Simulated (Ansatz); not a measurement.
Given:

SnO:
```
SnO
1.0
    3.77044     0.00000     0.00000
    0.00000     3.77044     0.00000
    0.00000     0.00000     4.66222
Sn O
2 2
Direct
  0.50000   0.00000   0.24503
  0.00000   0.50000   0.75497
  0.00000   0.00000   0.00000
  0.50000   0.50000   0.00000
```

This is the LDA-relaxed structure.

Q: All from DFT-LDA in the program Ansatz with PAW potentials, unless another level is named. Give the bulk modulus (Birch–Murnaghan fit).

A: 37.8 GPa.

Q: Next, the highest zone-centre frequency?

A: 471 cm^-1.

Space group P4/nmm. The cell was relaxed with LDA under the symmetry of its start; of distortions, only those at the zone centre were tested. A crystal of weakly bound layers computed without a dispersion correction: the cell and the soft elastic constants depend strongly on that. As this level gives no gap, phonon frequencies hold no LO–TO term and depend on the k-mesh and smearing (Fermi–Dirac, 0.1 eV here). On the denser mesh and wider smearing of the elastic run this cell carries a stress of 0.3 GPa. Scalar-relativistic: spin–orbit coupling is off unless named, which matters more the heavier the elements.

Potentials: the later of the program's two PAW sets.
